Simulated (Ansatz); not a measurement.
This guess for BF is about to be relaxed.

```
B F
1.0
     5.60264    0.00000    0.00000
     0.00000    2.63127    3.04614
     0.00000   -2.63127    3.04614
B F
4 4
Direct
  0.50000 0.82501 0.38077
  0.50000 0.38077 0.82501
  0.00000 0.75647 0.34178
  0.00000 0.34178 0.75647
  0.00000 0.60641 0.79599
  0.00000 0.79599 0.60641
  0.50000 0.62615 0.62615
  0.00000 0.13956 0.13956
```

All numbers below come from DFT PBE, scalar-relativistic, plane waves, PAW in Ansatz. Cutoff 420 eV, Gaussian smearing, Γ-centred meshes. Cell and atoms relax first on a coarse mesh, the cell is then made exact in the group found at 0.06 to 0.08 Å, and last on a converged mesh; the steps can't lower the symmetry of their start. No spin polarisation.

A guess keeps its type if space group and coordination stay and the shape of the cell changes little (axis ratios within about 15 %, angles within 6°); the volume may change.

**Question.** Does this structure survive the relaxation?

**Answer.** It doesn't keep its type. The symmetry stays Amm2 (No. 38). The volume per atom grows by 11.8 %, from 11.2 to 12.6 Å³. The shortest distance goes from 1.00 Å (F–F) to 1.42 Å (B–F). Counting neighbours within 15 % of an atom's shortest distance, the start has B 1, F 2 and the end B 2/3, F 1/2. In detail, at the end around B on its first site lie 1 F at 1.52 Å and 2 B at 1.73 Å; around B on its second site lie 1 F at 1.42 Å, 1 F at 1.61 Å and 2 B at 1.73 Å; around F on a site of symmetry m lies 1 B at 1.42 Å; 2 more sites not described.

```
B F
1.0
     3.13574    0.00000    0.00000
     0.00000    3.54988    4.51027
     0.00000   -3.54988    4.51027
B F
4 4
Direct
  0.50000 0.76880 0.36365
  0.50000 0.36365 0.76880
  0.00000 0.89837 0.32961
  0.00000 0.32961 0.89837
  0.00000 0.48363 0.06015
  0.00000 0.06015 0.48363
  0.50000 0.51079 0.51079
  0.00000 0.05714 0.05714
```

The last run used a 10×6×6 mesh (in the run's order of axes) for its 8-atom cell and Gaussian smearing of 0.02 eV. Weakly bound directions are ill-defined at this level, which has no dispersion term. A structure relaxed within its symmetry needn't be a true minimum. Another cell of the same search, in P-1, lies 0.32 eV/atom lower, so this cell isn't the stable form at this level.

In counts of neighbours, a slash parts the counts of unlike sites.
